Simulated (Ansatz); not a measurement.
## TiCo (Pm-3m): spiral energies by the generalised Bloch theorem

The source of the geometry is a structure from the Materials Project; atoms and cell stay fixed.

Settings: PBEsol, 12×12×12 k mesh, Fermi–Dirac smearing of 0.03 eV. PAW means Ansatz 0.2.0 on its default frozen-core files. Site moments are integrated in spheres about the atoms.

The reference run was typed so:

```yaml
crystal:
  lattice:
    - [2.98611099, 0.0, 0.0]
    - [0.0, 2.98611099, 0.0]
    - [0.0, 0.0, 2.98611099]
  atoms:
    - { symbol: Ti, position: [0.0, 0.0, 0.0] }
    - { symbol: Co, position: [0.5, 0.5, 0.5], spin: 0.8, spin_axis: [1.0, 0.0, 0.0] }
magnetization:
  noncollinear: true
  spin_spiral: { q: [0.0, 0.0, 0.0] }
kpoints:
  mp_grid: { grid: [12, 12, 12] }
scf:
  occupations: { method: fermi_dirac, width: 0.03 }
  lower_state_search: "off"
hamiltonian:
  xc: pbesol
  pseudopotentials: { kind: paw }
output:
  eigenvalues: false
```

Command: `ansatz run input.yaml --threads 2 --pin off --max-ram 5120MiB --backend cpu --events-out ev --progress --plain --runs-dir out`

The input for «spiral at 1 of the way from Γ to M» by PAW differs from it in these lines, output keys apart:

```diff
-  spin_spiral: { q: [0.0, 0.0, 0.0] }
+  spin_spiral: { q: [0.5, 0.5, 0.0] }
```

Flat spirals without spin–orbit coupling: moments start in the xy plane and turn about z by q·R from cell to cell, and their directions inside a cell are free. q runs from Γ to M = (0.500, 0.500, 0.000) in reciprocal cell vectors. Energies count from each method's run at q = 0. Each q is a vector of the k mesh, and the mesh is shifted by q/2 where needed, so that both spin components are sampled on the same points as at q = 0. In Ansatz a GGA is taken by the program's default for non-collinear spins.

```
fraction of Γ–M  q (1/Å)  ΔF PAW (meV/cell)  largest moment, PAW (μB)
          0.000    0.000                0.0                      0.85
          0.167    0.248               -1.8                      0.89
          0.333    0.496               +5.9                      0.81
          0.500    0.744              +21.4                      0.70
          0.667    0.992              +24.6                      0.59
          0.833    1.240              +23.8                      0.63
          1.000    1.488              +22.9                      0.65
```

The lowest point lies at 0.167 of the way, 1.8 meV/cell under q = 0, which this mesh may not resolve.

The PAW files were made with PBE; the program remakes their cores once for the run's functional and then keeps them frozen. The Ansatz runs typed with the search for lower states off end where their start leads. The magnetic state is the one that this cell and start allow. It needn't be the compound's measured order, which may need a larger cell or be absent.
